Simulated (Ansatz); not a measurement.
This cell of Cu (fcc, Cu type) is off equilibrium:

```
Cu
1.0
    0.00000     1.79916     1.79916
    1.79916     0.00000     1.79916
    1.79916     1.79916     0.00000
Cu
1
Direct
  0.00000   0.00000   0.00000
```

Method: PBE (plane waves to 420 eV, PAW, scalar-relativistic; Ansatz, an electronic-structure program). k mesh 22×22×22 (Γ-centred), Fermi-Dirac smearing 0.05 eV. E stands for the smeared free energy. Stress and pressure are positive under compression. Cu is run without spin polarisation. Cu was relaxed with its symmetry unable to fall. The PAW data are Ansatz's earlier set.

Problem. Give the stress tensor in GPa and the pressure.

Solution. 
```
    3.8      0.0      0.0
    0.0      3.8      0.0
    0.0      0.0      3.8
```
The pressure, a third of the trace, is 3.8 GPa.

Problem. It is the relaxed cell scaled evenly to V/V₀ = 0.975, atoms relaxed where free. What is its energy relative to the relaxed cell?

Solution. 3 meV/atom.

(Under strain, the slope of the energy per volume gives the stress and its curvature an elastic modulus.)
